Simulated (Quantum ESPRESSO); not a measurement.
## Ga7ZnP5SAs2 (one run as intended and one with a planted mistake)

Computed values, not a measurement. The program is pw.x of Quantum ESPRESSO 7.5 (plane-wave density functional theory). The cell is made up: 16 atoms on a doubled zincblende/diamond lattice, with randomly drawn elements, strain and displacements, not relaxed. PseudoDojo standard norm-conserving files (v0.5 for PBE, v0.4.1 for LDA and PBEsol) set the functional; there is no spin polarisation, spin-orbit coupling or dispersion term, and the masses in the input are unused placeholders.

Intended input:

```
&control calculation='scf', pseudo_dir='./dojo.nc.sr.pbe.v0_5.standard.upf', outdir='./o', disk_io='low', tprnfor=.true., tstress=.true. /
&system ibrav=0, nat=16, ntyp=5, nbnd=92, ecutwfc=84.00895049, nosym=.true., tot_charge=0,
 occupations='smearing', smearing='fd', degauss=0.0018374661
/
&electrons conv_thr=7.350e-09, electron_maxstep=60, /
ATOMIC_SPECIES
As 1.0 As.upf
Ga 1.0 Ga.upf
P 1.0 P.upf
S 1.0 S.upf
Zn 1.0 Zn.upf
CELL_PARAMETERS angstrom
5.6476 -0.0287 -0.0363
-0.0287 5.6297 0.0548
-0.0726 0.1095 11.1352
ATOMIC_POSITIONS angstrom
Ga 0.0203 -0.0206 0.0172
Ga -0.0394 2.8633 2.8224
Ga 2.8114 0.0081 2.7951
Ga 2.7997 2.8035 0.0139
Ga -0.0222 0.0672 5.5184
Ga -0.0607 2.8682 8.3491
Ga 2.8031 0.1076 8.3793
Zn 2.7795 2.8606 5.5776
P 1.4452 1.4202 1.4136
S 1.3832 4.2421 4.2214
P 4.2205 1.4124 4.149
As 4.2065 4.2247 1.3785
P 1.3356 1.4386 6.9678
As 1.3392 4.2969 9.754
P 4.1799 1.468 9.7447
P 4.2147 4.2796 6.9682
K_POINTS automatic
4 4 2 1 1 1
```

The log is shortened where brackets say so; the opening notice, blank lines, dates and the lines on written files are dropped, and the path of the files is cut. It prints rydbergs, bohrs and kilobars, and counts compression as positive stress. Where no state is partly filled, the Fermi energy that it prints is only some level between the filled and the empty states on the mesh, and need not lie in the true gap.

Log of the intended run:

```
     Program PWSCF v.7.5
     Parallel version (MPI & OpenMP), running on       4 processor cores
     Number of MPI processes:                 4
     Threads/MPI process:                     1
     [start-up lines left out]
     bravais-lattice index     =            0
     lattice parameter (alat)  =      10.6728  a.u.
     unit-cell volume          =    2388.7630 (a.u.)^3
     number of atoms/cell      =           16
     number of atomic types    =            5
     number of electrons       =       172.00
     number of Kohn-Sham states=           92
     kinetic-energy cutoff     =      84.0090  Ry
     charge density cutoff     =     336.0358  Ry
     scf convergence threshold =      7.3E-09
     mixing beta               =       0.7000
     number of iterations used =            8  plain     mixing
     Exchange-correlation= PBE
                           (   1   4   3   4   0   0   0)
     [axes and pseudopotential details left out]
   Cartesian axes
     site n.     atom                  positions (alat units)
         1        Ga     tau(   1) = (   0.0035943  -0.0036474   0.0030454  )
         2        Ga     tau(   2) = (  -0.0069762   0.5069771   0.4997353  )
         3        Ga     tau(   3) = (   0.4977877   0.0014342   0.4949016  )
         4        Ga     tau(   4) = (   0.4957161   0.4963889   0.0024611  )
         5        Ga     tau(   5) = (  -0.0039307   0.0118985   0.9770902  )
         6        Ga     tau(   6) = (  -0.0107476   0.5078447   1.4782952  )
         7        Ga     tau(   7) = (   0.4963181   0.0190517   1.4836424  )
         8        Zn     tau(   8) = (   0.4921394   0.5064990   0.9875722  )
         9        P      tau(   9) = (   0.2558877   0.2514612   0.2502926  )
        10        S      tau(  10) = (   0.2449100   0.7511080   0.7474429  )
        11        P      tau(  11) = (   0.7472835   0.2500801   0.7346237  )
        12        As     tau(  12) = (   0.7448047   0.7480272   0.2440778  )
        13        P      tau(  13) = (   0.2364819   0.2547191   1.2337216  )
        14        As     tau(  14) = (   0.2371193   0.7608109   1.7270473  )
        15        P      tau(  15) = (   0.7400949   0.2599247   1.7254007  )
        16        P      tau(  16) = (   0.7462566   0.7577478   1.2337924  )
     number of k points=    16  Fermi-Dirac smearing, width (Ry)=  0.0018
                       cart. coord. in units 2pi/alat
        k(    1) = (   0.1264509   0.1248159   0.1263974), wk =   0.1250000
        k(    2) = (   0.1248332   0.1272766  -0.1272381), wk =   0.1250000
     [further k points left out]
     Dense  grid:   248473 G-vectors     FFT dimensions: (  64,  64, 125)
     Estimated max dynamical RAM per process >     707.05 MB
     Estimated total dynamical RAM >       2.58 GB
     Initial potential from superposition of free atoms
     starting charge     171.9799, renormalised to     172.0000
     Starting wfcs are  115 randomized atomic wfcs
     total cpu time spent up to now is       10.1 secs
     per-process dynamical memory:   478.5 Mb
     Self-consistent Calculation
     iteration #  1     ecut=    84.01 Ry     beta= 0.70
     Davidson diagonalization with overlap
     ethr =  1.00E-02,  avg # of iterations =  3.2
     Threshold (ethr) on eigenvalues was too large:
     Diagonalizing with lowered threshold
     Davidson diagonalization with overlap
     ethr =  3.72E-04,  avg # of iterations =  2.0
     total cpu time spent up to now is       52.8 secs
     total energy              =   -2004.46233490 Ry
     estimated scf accuracy    <       0.64463538 Ry
     iteration #  2     ecut=    84.01 Ry     beta= 0.70
     Davidson diagonalization with overlap
     ethr =  3.75E-04,  avg # of iterations =  7.4
     total cpu time spent up to now is       78.4 secs
     total energy              =   -2004.46092029 Ry
     estimated scf accuracy    <       0.75664095 Ry
     [iterations 3 to 11 left out]
     iteration # 12     ecut=    84.01 Ry     beta= 0.70
     Davidson diagonalization with overlap
     ethr =  5.15E-11,  avg # of iterations =  4.0
     total cpu time spent up to now is      317.6 secs
     total energy              =   -2004.68690957 Ry
     estimated scf accuracy    <       0.00000004 Ry
     iteration # 13     ecut=    84.01 Ry     beta= 0.70
     Davidson diagonalization with overlap
     ethr =  2.19E-11,  avg # of iterations =  2.1
     total cpu time spent up to now is      338.0 secs
     End of self-consistent calculation
     [lines on levels left out]
     the Fermi energy is     7.7118 ev
!    total energy              =   -2004.68690957 Ry
     estimated scf accuracy    <          4.5E-09 Ry
     smearing contrib. (-TS)   =      -0.00000000 Ry
     internal energy E=F+TS    =   -2004.68690957 Ry
     The total energy is F=E-TS. E is the sum of the following terms:
     one-electron contribution =   -1228.42824564 Ry
     hartree contribution      =     721.13863350 Ry
     xc contribution           =    -459.77619374 Ry
     ewald contribution        =   -1037.62110369 Ry
     convergence has been achieved in  13 iterations
     Forces acting on atoms (cartesian axes, Ry/au):
     atom    1 type  2   force =     0.01197405    0.03618026   -0.01563165
     atom    2 type  2   force =     0.00759151   -0.03623328   -0.00736139
     atom    3 type  2   force =     0.01049115    0.02089838   -0.00882818
     atom    4 type  2   force =     0.01410682   -0.03706507   -0.01184166
     atom    5 type  2   force =    -0.01270770    0.00527851    0.03826390
     atom    6 type  2   force =    -0.01572784   -0.01415269   -0.01809319
     atom    7 type  2   force =     0.01499543    0.00211891   -0.03880771
     atom    8 type  5   force =     0.01723148   -0.01735241    0.02866032
     atom    9 type  3   force =    -0.01925786    0.00006997    0.01123016
     atom   10 type  4   force =    -0.00584845    0.00591917   -0.00881767
     atom   11 type  3   force =    -0.00620264    0.00841674    0.00546229
     atom   12 type  1   force =    -0.01049317   -0.00191087    0.02622817
     atom   13 type  3   force =     0.01636718    0.00877659   -0.01219670
     atom   14 type  1   force =    -0.00734376    0.00200935    0.00892308
     atom   15 type  3   force =     0.00077251    0.01617143    0.01226529
     atom   16 type  3   force =    -0.01594872    0.00087502   -0.00945506
     Total force =     0.118388     Total SCF correction =     0.000350
     Computing stress (Cartesian axis) and pressure
          total   stress  (Ry/bohr**3)                   (kbar)     P=      -14.98
  -0.00012112   0.00006193   0.00006617          -17.82        9.11        9.73
   0.00006193  -0.00010685  -0.00009295            9.11      -15.72      -13.67
   0.00006617  -0.00009295  -0.00007754            9.73      -13.67      -11.41
     init_run     :      9.42s CPU      9.80s WALL (       1 calls)
     electrons    :    322.63s CPU    327.96s WALL (       1 calls)
     forces       :      4.28s CPU      4.43s WALL (       1 calls)
     stress       :     12.99s CPU     13.24s WALL (       1 calls)
     [timing details left out]
     PWSCF        :   5m49.69s CPU   5m55.95s WALL
     JOB DONE.
```

A second run has one planted mistake: the k-point mesh is too coarse. The input lines that differ, file-writing options aside:

```
- 4 4 2 1 1 1
+ 2 2 2 1 1 1
```

Its log:

```
     Program PWSCF v.7.5
     Parallel version (MPI & OpenMP), running on       4 processor cores
     Number of MPI processes:                 4
     Threads/MPI process:                     1
     [start-up lines left out]
     bravais-lattice index     =            0
     lattice parameter (alat)  =      10.6728  a.u.
     unit-cell volume          =    2388.7630 (a.u.)^3
     number of atoms/cell      =           16
     number of atomic types    =            5
     number of electrons       =       172.00
     number of Kohn-Sham states=           92
     kinetic-energy cutoff     =      84.0090  Ry
     charge density cutoff     =     336.0358  Ry
     scf convergence threshold =      7.3E-09
     mixing beta               =       0.7000
     number of iterations used =            8  plain     mixing
     Exchange-correlation= PBE
                           (   1   4   3   4   0   0   0)
     [axes and pseudopotential details left out]
   Cartesian axes
     site n.     atom                  positions (alat units)
         1        Ga     tau(   1) = (   0.0035943  -0.0036474   0.0030454  )
         2        Ga     tau(   2) = (  -0.0069762   0.5069771   0.4997353  )
         3        Ga     tau(   3) = (   0.4977877   0.0014342   0.4949016  )
         4        Ga     tau(   4) = (   0.4957161   0.4963889   0.0024611  )
         5        Ga     tau(   5) = (  -0.0039307   0.0118985   0.9770902  )
         6        Ga     tau(   6) = (  -0.0107476   0.5078447   1.4782952  )
         7        Ga     tau(   7) = (   0.4963181   0.0190517   1.4836424  )
         8        Zn     tau(   8) = (   0.4921394   0.5064990   0.9875722  )
         9        P      tau(   9) = (   0.2558877   0.2514612   0.2502926  )
        10        S      tau(  10) = (   0.2449100   0.7511080   0.7474429  )
        11        P      tau(  11) = (   0.7472835   0.2500801   0.7346237  )
        12        As     tau(  12) = (   0.7448047   0.7480272   0.2440778  )
        13        P      tau(  13) = (   0.2364819   0.2547191   1.2337216  )
        14        As     tau(  14) = (   0.2371193   0.7608109   1.7270473  )
        15        P      tau(  15) = (   0.7400949   0.2599247   1.7254007  )
        16        P      tau(  16) = (   0.7462566   0.7577478   1.2337924  )
     number of k points=     4  Fermi-Dirac smearing, width (Ry)=  0.0018
                       cart. coord. in units 2pi/alat
        k(    1) = (   0.2520929   0.2508622   0.1259771), wk =   0.5000000
        k(    2) = (   0.2504752   0.2533229  -0.1276584), wk =   0.5000000
     [further k points left out]
     Dense  grid:   248473 G-vectors     FFT dimensions: (  64,  64, 125)
     Estimated max dynamical RAM per process >     532.63 MB
     Estimated total dynamical RAM >       1.90 GB
     Initial potential from superposition of free atoms
     starting charge     171.9799, renormalised to     172.0000
     Starting wfcs are  115 randomized atomic wfcs
     total cpu time spent up to now is        4.2 secs
     per-process dynamical memory:   299.2 Mb
     Self-consistent Calculation
     iteration #  1     ecut=    84.01 Ry     beta= 0.70
     Davidson diagonalization with overlap
     ethr =  1.00E-02,  avg # of iterations =  4.0
     Threshold (ethr) on eigenvalues was too large:
     Diagonalizing with lowered threshold
     Davidson diagonalization with overlap
     ethr =  3.83E-04,  avg # of iterations =  2.0
     total cpu time spent up to now is       15.7 secs
     total energy              =   -2004.43975381 Ry
     estimated scf accuracy    <       0.65892774 Ry
     iteration #  2     ecut=    84.01 Ry     beta= 0.70
     Davidson diagonalization with overlap
     ethr =  3.83E-04,  avg # of iterations =  9.0
     total cpu time spent up to now is       22.8 secs
     total energy              =   -2004.43216108 Ry
     estimated scf accuracy    <       0.79155704 Ry
     [iterations 3 to 11 left out]
     iteration # 12     ecut=    84.01 Ry     beta= 0.70
     Davidson diagonalization with overlap
     ethr =  5.79E-11,  avg # of iterations =  4.0
     total cpu time spent up to now is       85.5 secs
     total energy              =   -2004.66945899 Ry
     estimated scf accuracy    <       0.00000007 Ry
     iteration # 13     ecut=    84.01 Ry     beta= 0.70
     Davidson diagonalization with overlap
     ethr =  4.30E-11,  avg # of iterations =  2.0
     total cpu time spent up to now is       90.6 secs
     End of self-consistent calculation
     [lines on levels left out]
     the Fermi energy is     7.6837 ev
!    total energy              =   -2004.66945899 Ry
     estimated scf accuracy    <          6.4E-09 Ry
     smearing contrib. (-TS)   =      -0.00000000 Ry
     internal energy E=F+TS    =   -2004.66945899 Ry
     The total energy is F=E-TS. E is the sum of the following terms:
     one-electron contribution =   -1228.46776314 Ry
     hartree contribution      =     721.21026804 Ry
     xc contribution           =    -459.79086020 Ry
     ewald contribution        =   -1037.62110369 Ry
     convergence has been achieved in  13 iterations
     Forces acting on atoms (cartesian axes, Ry/au):
     atom    1 type  2   force =     0.01177113    0.03627636   -0.01551986
     atom    2 type  2   force =     0.00739383   -0.03652508   -0.00779568
     atom    3 type  2   force =     0.01062252    0.02114053   -0.00932956
     atom    4 type  2   force =     0.01430266   -0.03700751   -0.01165339
     atom    5 type  2   force =    -0.01285108    0.00537187    0.03815534
     atom    6 type  2   force =    -0.01588970   -0.01412804   -0.01784472
     atom    7 type  2   force =     0.01464273    0.00209198   -0.03810659
     atom    8 type  5   force =     0.01726879   -0.01741118    0.02836223
     atom    9 type  3   force =    -0.01918319    0.00024883    0.01097294
     atom   10 type  4   force =    -0.00595977    0.00620804   -0.00862137
     atom   11 type  3   force =    -0.00602820    0.00823839    0.00533073
     atom   12 type  1   force =    -0.01076968   -0.00210856    0.02570162
     atom   13 type  3   force =     0.01621753    0.00849859   -0.01176385
     atom   14 type  1   force =    -0.00691459    0.00184945    0.00895938
     atom   15 type  3   force =     0.00078321    0.01630796    0.01220914
     atom   16 type  3   force =    -0.01540619    0.00094836   -0.00905637
     Total force =     0.117857     Total SCF correction =     0.000404
     Computing stress (Cartesian axis) and pressure
          total   stress  (Ry/bohr**3)                   (kbar)     P=      -14.23
  -0.00009368   0.00006247   0.00006459          -13.78        9.19        9.50
   0.00006247  -0.00007950  -0.00009046            9.19      -11.69      -13.31
   0.00006459  -0.00009046  -0.00011699            9.50      -13.31      -17.21
     init_run     :      3.78s CPU      3.99s WALL (       1 calls)
     electrons    :     85.13s CPU     86.47s WALL (       1 calls)
     forces       :      1.49s CPU      1.56s WALL (       1 calls)
     stress       :      3.75s CPU      3.82s WALL (       1 calls)
     [timing details left out]
     PWSCF        :   1m34.36s CPU   1m36.16s WALL
     JOB DONE.
```

```
                                            intended run  run with the mistake
                          free energy (eV)    -27275.155            -27274.917
                    smearing term -TS (eV)        0.0000                0.0000
                            pressure (GPa)         -1.50                 -1.42
            largest force component (eV/Å)         0.998                 0.981
largest change of a force component (eV/Å)                               0.018
                                iterations            13                    13
```

For scale, a rerun of the intended cell at a cutoff of 1437 eV and k mesh 6 x 6 x 4 moved values by no more than 0.021 eV in energy, 0.02 GPa in stress and 0.004 eV/Å in force.